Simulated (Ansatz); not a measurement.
RuN2:
```cif
data_N4Ru2
_chemical_formula_sum 'Ru2 N4'
_space_group_name_H-M_alt 'Pnnm'
_space_group_IT_number 58
_space_group_name_Hall '-P 2 2n'
_cell_length_a 4.06210
_cell_length_b 4.85775
_cell_length_c 2.67297
_cell_angle_alpha 90.000
_cell_angle_beta 90.000
_cell_angle_gamma 90.000
loop_
_atom_site_label
_atom_site_type_symbol
_atom_site_symmetry_multiplicity
_atom_site_Wyckoff_symbol
_atom_site_fract_x
_atom_site_fract_y
_atom_site_fract_z
_atom_site_occupancy
Ru1 Ru 2 a 0.00000 0.00000 0.00000 1
N1 N 4 g 0.12257 0.40751 0.00000 1
```

Relaxed at zero pressure with the program Ansatz at the PBEsol level (PAW).

Problem. The volume is raised by 3 % and shape and atoms relax at that volume. What pressure results, and how do the axes share the change?

Solution. -8.9 GPa; a 0.7 %, b 0.8 %, c 1.4 %; the energy rises by 8 meV/atom.

Problem. Give the new structure.

Solution. 
Space group Pnnm (No. 58); a = 4.090 Å, b = 4.899 Å, c = 2.712 Å, α = β = γ = 90.00°

```
atom  site  symmetry       x       y       z
----  ----  --------  ------  ------  ------
Ru      2a     ..2/m  0.0000  0.0000  0.0000
N       4g       ..m  0.1221  0.4085  0.0000
```

The phase is kept; no other phase was compared at this pressure.

The workflow started from a Materials Project entry (that database holds measured and hypothetical structures alike); the Crystallography Open Database copy checked does not list it. Whether it is the stable phase at ambient conditions was not checked. The PBEsol relaxation kept the symmetry of its start; its stability against distortions is not shown here. No spin polarisation was allowed. Its formation energy is positive at this level, so the cell may be metastable or incomplete.

Potentials: the later of the program's two PAW sets.
